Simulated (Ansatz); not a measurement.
PbAu$_{2}$ (cubic Laves (MgCu2 type), space group No. 227), PBE in the plane-wave PAW code Ansatz, all energies at zero smearing, with the estimated change up to a 700 eV cutoff added, with one set of potentials and settings (totals compare only within such a set). Cell of 6 atoms (2 Pb, 4 Au): -76410.594 eV.

```
element             reference phase  E (eV/atom)
-------  --------------------------  -----------
Pb       Fm-3m, 1 atoms in the cell  -11906.4191
Au       Fm-3m, 1 atoms in the cell  -13149.3277
```

Formation energy per atom, worked out: (-76410.594 − 2×(-11906.4191) − 4×(-13149.3277))/6 = -0.074 eV/atom (-7 kJ per mol of atoms), at 0 K, without zero-point energy or fitted corrections.

Space group Fd-3m (cubic Laves (MgCu2 type)). The first step of the workflow began from a Materials Project structure, measured or hypothetical; the Crystallography Open Database files this formula in space group No. 227, but the cells were not matched. Its standing as an ambient phase is unchecked. Symmetry was held in the PBE relaxation; of distortions, only those at the zone centre were tested, and some modes there are weakly imaginary. The references are the lowest solids computed at this level, not always the standard phases. Spin–orbit coupling is left out wherever it is not named.

Potentials: the later of the program's two PAW sets.
